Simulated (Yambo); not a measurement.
Yambo run on a free-standing PtSe$_{2}$ monolayer (symmetry P-3m1, slab cell 15.6 Å high). The wavefunctions come from this Quantum ESPRESSO step (PBE, PseudoDojo stringent norm-conserving files, scalar-relativistic):

```
&CONTROL
  calculation = 'nscf'
  pseudo_dir = './pseudo'
  outdir = './out'
/
&SYSTEM
  ibrav = 0
  nat = 3
  ntyp = 2
  ecutwfc = 104.0
  ecutrho = 416.0
  occupations = 'fixed'
  force_symmorphic = .true.
  nbnd = 190
  assume_isolated = '2D'
/
&ELECTRONS
  conv_thr = 3.0000000000000004e-09
  diago_full_acc = .true.
  diago_thr_init = 1e-08
/
ATOMIC_SPECIES
Se 78.9710 Se.upf
Pt 195.0840 Pt.upf
CELL_PARAMETERS angstrom
  3.702660777351   0.000000000000   0.000000000000
 -1.851330388675   3.206598294782   0.000000000000
  0.000000000000   0.000000000000  15.600000000000
ATOMIC_POSITIONS crystal
Se   0.333333333000   0.666666667000   0.082813979100
Se   0.666666666333   0.333333333667  -0.082813979100
Pt  -0.000000000000   0.000000000333   0.000000000000
K_POINTS automatic
6 6 1 0 0 0
```

Yambo input:

```
rim_cut
gw0
dyson
el_el_corr
HF_and_locXC
ppa
em1d
rim_w
RandQpts= 1000000
RandGvec= 2 Ry
CUTGeo= "slab z"
EXXRLvcs= 104 Ry
VXCRLvcs= 416 Ry
Chimod= "HARTREE"
% BndsRnXp
 23 | 189 |
%
NGsBlkXp= 8 Ry
% LongDrXp
 1.0 | 1.0 | 0.0 |
%
RandGvecW= 1000 mRy
PPAPntXp= 27.2114 eV
% GbndRnge
 1 | 189 |
%
GTermKind= "BG"
DysSolver= "n"
ExtendOut
% QPkrange
 1 | 1 | 33 | 34 |
 2 | 2 | 33 | 34 |
 4 | 4 | 33 | 34 |
 7 | 7 | 33 | 34 |
%
```

k points by index: 1 = Γ, 2 = (0, 0.167), 4 = M, 7 = K.

Table of the .qp output:

```
#    K-point    Band    Eo [eV]    E [eV]    E-Eo [eV]    Vxc [eV]    Vnlxc [eV]    Sc|Eo [eV]    Sc|E [eV]    dSc/dw|Eo [eV]    Re(Z)    Im(Z)
#
    1    33    0.000000    -0.356497    -0.356497    -15.10006    -16.64653    1.065078    1.189973    -9.525079    0.740700    -0.003762
    1    34    3.100112    3.910040    0.809928    -17.85190    -14.15494    -2.583519    -2.887032    -10.18630    0.727541    -0.007701
    2    33    -0.072251    -0.399225    -0.326974    -15.93893    -17.86822    1.487342    1.602315    -9.558812    0.740020    -0.003723
    2    34    1.725091    2.376710    0.651619    -16.45079    -13.39256    -2.182161    -2.406612    -9.368238    0.743875    -0.003782
    4    33    -1.413154    -1.945159    -0.532006    -13.52846    -16.02663    1.771856    1.966168    -9.932386    0.732580    -0.003440
    4    34    2.517775    3.298696    0.780922    -17.68663    -13.88355    -2.741162    -3.022159    -9.787054    0.735457    -0.003486
    7    33    -0.973066    -1.239968    -0.266902    -18.22009    -21.75838    3.172216    3.271381    -10.09418    0.729398    -0.003909
    7    34    1.877621    2.581078    0.703457    -16.54828    -13.02069    -2.576203    -2.824128    -9.585366    0.739486    -0.003775
```
(The two width columns are left out.) Convergence of these settings isn't established.

Spin-orbit coupling is not included.

Geometry relaxed with PBEsol.
